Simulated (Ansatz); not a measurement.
Ta2Se:
Space group P4/nmm, origin choice 1 (No. 129); a = b = 3.3348 Å, c = 9.6839 Å, α = β = γ = 90.00°

```tsv
atom	site	symmetry	x	y	z
Ta	2c	4mm	0.0000	0.5000	0.2440
Ta	2c	4mm	0.5000	0.0000	0.0767
Se	2c	4mm	0.5000	0.0000	0.3666
```

Relaxed at zero pressure with plane-wave PAW LDA (Ansatz code).

**Question.** The volume is raised by 9 % and shape and atoms relax at that volume. What pressure results, and how do the axes share the change?

**Answer.** -2.2 GPa; a 0.3 %, b 0.3 %, c 8.4 %; the energy rises by 17 meV/atom.

**Question.** Give the new structure.

**Answer.** 
Space group P4/nmm, origin choice 1 (No. 129); a = 3.3437 Å, b = 3.3437 Å, c = 10.4990 Å, α = 90.00°, β = 90.00°, γ = 90.00°

```
atom  site  symmetry       x       y       z
----  ----  --------  ------  ------  ------
Ta      2c       4mm  0.0000  0.5000  0.2245
Ta      2c       4mm  0.5000  0.0000  0.0709
Se      2c       4mm  0.5000  0.0000  0.3403
```

The phase is kept; no other phase was compared at this pressure.

The first step of the workflow began from a Materials Project structure, measured or hypothetical; the Crystallography Open Database files this formula in space group No. 129, but the cells were not matched. Whether it is the stable phase at ambient conditions was not checked. Symmetry was held in the LDA relaxation; whether a distortion lowers the energy is not shown. No spin polarisation was allowed. A crystal of weakly bound layers computed without a dispersion correction: the cell and the soft elastic constants depend strongly on that. Scalar-relativistic: spin–orbit coupling is off unless named, which matters more the heavier the elements.

Potentials: the later of the program's two PAW sets.
